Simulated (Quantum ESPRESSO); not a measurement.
## How field gradients follow strain in La$_{2}$O$_{3}$ (P-3m1)

```yaml
crystal:
  lattice:
    - [3.93078, 0.00000, 0.00000]
    - [-1.96539, 3.40416, 0.00000]
    - [0.00000, 0.00000, 6.11195]
  atoms:
    - { symbol: La, position: [0.66667, 0.33333, 0.75376] }
    - { symbol: La, position: [0.33333, 0.66667, 0.24624] }
    - { symbol: O, position: [0.66667, 0.33333, 0.35411] }
    - { symbol: O, position: [0.33333, 0.66667, 0.64589] }
    - { symbol: O, position: [0.00000, 0.00000, 0.00000] }
```
Geometry: a computed entry of the Materials Project; it was not checked against measured cells. It is La2O3 in P-3m1. Stability against distortions was not tested. The run has no spin polarisation.

Isotropic strain: all lattice vectors are scaled together, so the volume changes by about three times as much; fractional positions kept.

Method: field gradients by PBE PAW (JTH datasets; density from pw.x of a modified build of Quantum ESPRESSO, gradients reconstructed from it by a script), 30 Ha, k-mesh 7×7×4 through Γ. Values are those of the named site's first atom. Cores are frozen. Against all-electron runs on small test molecules, this scheme's |Vzz| missed by −2 to +6 % on O. La had no test against all-electron runs. Spin–orbit coupling is left out, a limit on La.

Unchanged cell: Vzz La (a.u.) = 1.268, Vzz O1 (a.u.) = 0.086, Vzz O2 (a.u.) = -0.092.

### Question
How do these values move along the path (lattice scale factor: 0.98, 1.02)?

### Answer
```csv
lattice scale factor,Vzz La (a.u.),Vzz O1 (a.u.),Vzz O2 (a.u.)
0.98,1.373,0.095,-0.077
1,1.268,0.086,-0.092
1.02,1.172,0.078,-0.107
```
